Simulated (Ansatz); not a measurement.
Relax this structure to zero stress and force, keeping its symmetry:

```
CELL_PARAMETERS angstrom
4.61507 0.00000 0.00000
0.00000 2.95519 0.00000
0.00000 0.00000 4.94751
ATOMIC_POSITIONS crystal
Ti 0.25000 0.00000 0.82019
Ti 0.75000 0.00000 0.17981
Au 0.25000 0.50000 0.32411
Au 0.75000 0.50000 0.67589
```

Method: DFT r2SCAN, scalar-relativistic, plane waves, PAW in Ansatz.

Plane waves to 500 eV, a k mesh through Γ of 10×14×8 on the computed 4-atom cell and Gaussian smearing (0.10 eV); collinear spin from starting moments 1.04 1.04 0 0 μB.

Q: What does it relax to?

A: The volume decreases by 0.01 Å³/atom to 16.86 Å³/atom, and the energy falls by 0.6 meV/atom. The cell ends with a moment of 2.22 μB (only this magnetic start was tried). Final structure:
```cif
data_structure
_symmetry_space_group_name_H-M 'Pmma'
_symmetry_Int_Tables_number 51
_cell_length_a 4.6008
_cell_length_b 2.9786
_cell_length_c 4.9223
_cell_angle_alpha 90.000
_cell_angle_beta 90.000
_cell_angle_gamma 90.000
_cell_volume 67.46
loop_
_atom_site_label
_atom_site_type_symbol
_atom_site_symmetry_multiplicity
_atom_site_Wyckoff_symbol
_atom_site_fract_x
_atom_site_fract_y
_atom_site_fract_z
_atom_site_occupancy
Ti1 Ti 2 e 0.25000 0.00000 0.81898 1
Au1 Au 2 f 0.25000 0.50000 0.32362 1
```

The state reached may not be the lowest one. Spin-orbit coupling is left out, which matters for the bands of heavy elements.

Cost: 1 run of about 10 core-minutes, on Intel Xeon Platinum 8488C (Sapphire Rapids) (shared hosts).